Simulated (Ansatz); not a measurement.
BP: pressure against volume

BP, F-43m, a = 4.537 Å. Ansatz: r2SCAN, PAW, 500 eV, Γ-centred 10×10×10 mesh on 2 atoms, Gaussian smearing 0.02 eV; no spin polarisation. Symmetry fixes shape and atoms, so the cell is only scaled; pressure is positive in compression.

```tsv
V (Å³/atom)	P (GPa)
10.270	27.46
10.620	?
10.970	11.77
11.320	5.46
11.670	0.00
12.020	-4.74
12.371	-8.84
12.837	-13.47
```

Problem. Take V0 = 11.670 Å³/atom, fit the third-order Birch–Murnaghan form to the other rows, and predict the missing pressure.

Solution. With the Eulerian strain f = ½[(V0/V)^(2/3) − 1] and y = P/[3f(1 + 2f)^(5/2)], the form is the line y = B0 + 1.5 B0 (B0′ − 4) f. Rows (f, y): 0.04447, 166.3; 0.02105, 168.1; 0.01025, 168.8; -0.00975, 170.2; -0.01907, 170.3; -0.03078, 171.0. Means f = 0.002695, y = 169.12; Σ(Δf)² = 0.003888, ΣΔfΔy = -0.2410; the slope is their ratio. y = 169.3 − 61.98 f GPa, so B0 = 169.3 GPa and B0′ = 4 + 2 × (-61.98)/(3 × 169.3) = 3.76. At V = 10.620, f = 0.03244, y = 167.29 and P = 19.05 GPa. The run gave 19.05 GPa, the same to the digits shown.